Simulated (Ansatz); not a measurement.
**Ta: energy along a strain**

Ta, Im-3m, a = 3.303 Å (as given, not relaxed at this level: -3.8 GPa). Ansatz: PBEsol, PAW, 420 eV, Γ-centred 20×20×20 mesh on 1 atom, Gaussian smearing 0.15 eV; no spin polarisation. Cell vectors (Å): -1.651 1.651 1.651; 1.651 -1.651 1.651; 1.651 1.651 -1.651. The cell is strained by x per cent times the pattern (0 0 0 0 0 1) in the order xx yy zz yz xz xy (engineering shears), with fractional coordinates held. y is the free energy over the start, V0 = 18.010 Å³/atom. Symmetry makes y even in x. Points with a strain past 8.5 % were computed too (2) and aren't used here.

```
x (%) y (meV/atom)
-5.00         10.23
 0.00          0.00
 1.25          0.66
 2.50          2.61
 3.75             ?
 6.25         15.70
 7.50         22.09
```

Task: Fit y = c2 x² + c4 x⁴ to the other rows, get the stiffness along the pattern, and predict the missing energy.

Result: Least squares on the rows shown. y = 0.42239 x² − 0.00052691 x⁴. The clamped-ion stiffness p·C·p = 2 × 4.224 eV × 160.2 / 18.010 Å³ = 75 GPa, which is C66 in these axes (C44 of the cubic crystal) (second derivative at the start, which stands under stress). At x = 3.75 the fit asked for gives 5.84 meV/atom. The run gave 5.83 meV/atom, so the fit is 0.01 meV/atom too high, a small miss on the scale of the series.

Spin–orbit coupling is left out, which can shift energies with elements as heavy as these.